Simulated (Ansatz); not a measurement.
Q: Sc (hcp (Mg type), P6_3/mmc) is relaxed with PBE (plane waves, PAW; program Ansatz). What lattice parameters of the conventional cell result?

A: a = 3.319 Å, c = 5.163 Å.

Symmetry was held in the PBE relaxation. No spin polarisation was allowed. Axis ratios of metals converge slowly with the k-mesh, so a and c are less sure than the volume.

Potentials: the earlier of the program's two PAW sets.
